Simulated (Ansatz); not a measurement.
InAs under several functionals and dispersion corrections (calculated)

Starting cell:

```cif
data_structure
_symmetry_space_group_name_H-M 'F-43m'
_symmetry_Int_Tables_number 216
_cell_length_a 6.0480
_cell_length_b 6.0480
_cell_length_c 6.0480
_cell_angle_alpha 90.000
_cell_angle_beta 90.000
_cell_angle_gamma 90.000
_cell_volume 221.23
loop_
_atom_site_label
_atom_site_type_symbol
_atom_site_symmetry_multiplicity
_atom_site_Wyckoff_symbol
_atom_site_fract_x
_atom_site_fract_y
_atom_site_fract_z
_atom_site_occupancy
In1 In 4 a 0.00000 0.00000 0.00000 1
As1 As 4 c 0.25000 0.25000 0.25000 1
```

Ansatz, plane waves and PAW, scalar-relativistic (no spin–orbit coupling), 6×6×6 k-mesh. No spin polarisation. In the setting of the table the starting cell (space group F-43m) has 4.277 × 4.277 × 4.277 Å, angles 60.0 / 60.0 / 60.0°. Each functional was followed to zero pressure by scaling the cell, shape and atoms held, then fitted over four more volumes within ±4 % of it.

**Question.** Order the functionals by equilibrium volume, smallest first.
A. PBEsol
B. LDA
C. BLYP
D. RPBE

**Answer.** B (27.39 Å³/atom), A (28.23 Å³/atom), D (30.63 Å³/atom), C (31.50 Å³/atom).

**Question.** What are the cells and stiffnesses?

**Answer.** 
```csv
functional,V0 (Å³/atom),cell,B0 (GPa),B′ from the pressures,gap on the mesh,cutoff (eV)
PBEsol,28.23,"4.306 × 4.306 × 4.306 Å, angles 60.0 / 60.0 / 60.0°",56,4.7,zero (metallic on this mesh),420
LDA,27.39,"4.263 × 4.263 × 4.263 Å, angles 60.0 / 60.0 / 60.0°",60,4.7,zero (metallic on this mesh),420
BLYP,31.50,"4.466 × 4.466 × 4.466 Å, angles 60.0 / 60.0 / 60.0°",39,4.9,zero (metallic on this mesh),420
RPBE,30.63,"4.425 × 4.425 × 4.425 Å, angles 60.0 / 60.0 / 60.0°",44,4.9,zero (metallic on this mesh),420
```

The volumes span 15.0 %, from LDA to BLYP, and the stiffness falls as the cell grows. The zeros are band overlaps of 0.00 to 0.00 eV, small enough to be the functionals' gap error. Of 5 runs of this kind 1 is left out: 1 is in doubt (a loose fit, a gap or moment that comes and goes along the fit, no cell at zero pressure, a state that may not be the lowest or a known fault).

Points behind the fit for RPBE:

```tsv
V (Å³/atom)	E − Emin (meV/atom)	P (GPa)
29.404	7.22	1.96
30.017	1.74	0.93
30.629	0.00	0.00
31.242	1.59	-0.82
31.854	6.16	-1.55
```
